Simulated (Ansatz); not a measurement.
A geometry of ScAl$_{3}$ away from equilibrium: step 3 of the relaxation of a relaxed ScAl3 cell shaken by Gaussian noise of σ = 0.08 Å a coordinate. Calculation: r2SCAN (plane waves to 500 eV, PAW, scalar-relativistic; Ansatz, a quantum-chemistry and plane-wave program). Γ-centred k-mesh 6×6×6 on the run's cell (coarser than for final values), Fermi–Dirac smearing 0.05 eV.

```
CELL_PARAMETERS angstrom
      5.26874     0.03130     0.01768
      0.03130     5.27962     0.05311
      0.01768     0.05311     5.27602
ATOMIC_POSITIONS crystal
  Al 0.25113 0.99674 0.48991
  Al 0.75108 0.99508 0.48358
  Al 0.01974 0.52711 0.25029
  Al 0.00433 0.53889 0.75009
  Al 0.48766 0.26231 0.02513
  Al 0.50055 0.76288 0.01386
  Sc 0.00018 0.03288 0.98549
  Sc 0.51498 0.49524 0.51916
```

Task: What forces act on the atoms (eV/Å)?

Result: 
| atom | Fx | Fy | Fz |
|---|---|---|---|
| Al1 | 0.08 | -0.11 | -0.20 |
| Al2 | 0.07 | -0.17 | -0.08 |
| Al3 | 0.03 | 0.12 | 0.02 |
| Al4 | 0.21 | 0.11 | 0.09 |
| Al5 | 0.11 | 0.07 | 0.10 |
| Al6 | 0.00 | 0.00 | 0.10 |
| Sc7 | -0.36 | 0.12 | -0.12 |
| Sc8 | -0.14 | -0.14 | 0.09 |

Task: What is the pressure?

Result: +0.3 GPa, compression positive.

No spin polarisation in the result.

The end of the path is a generated cell of ScAl3: the first start was made by placing the elements on the sites of a structure type, and the end was not matched to a known phase here, so it may be hypothetical.
